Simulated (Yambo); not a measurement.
G0W0@PBEsol for CsCdCl₃ (cubic perovskite, space group Pm-3m, No. 221) in Yambo. Reference settings: 2×2×2 Γ-centred k mesh, bands 9 to 312 and a 6 Ry block in the screening, 312 bands in G with the Bruneval-Gonze terminator, plasmon pole fitted at 27.2 eV. The PBEsol gap R → Γ on this mesh is 1.62 eV; G0W0 gaps are taken between the same points.

The settings were changed. The gap went from 3.81 eV to 3.75 eV, and the shift of the valence edge from -1.10 eV to -0.76 eV.

Task: Name the change that produced these shifts.
A. 206 bands in W, 206 bands in G
B. 152 bands in W
C. no random integration
D. 206 bands in G, no terminator

Result: D, 206 bands in G, no terminator. The others gave (gap, valence shift): 152 bands in W: 4.10, -1.03 eV; 206 bands in W, 206 bands in G: 3.94, -1.04 eV; no random integration: 3.73, -0.86 eV.

Spin-orbit coupling is included.

Geometry of the Materials Project entry, not relaxed at this level; primitive cell a = b = c = 5.264 Å, α = β = γ = 90.00°.

A shift is the quasiparticle energy of the state minus its PBEsol energy.
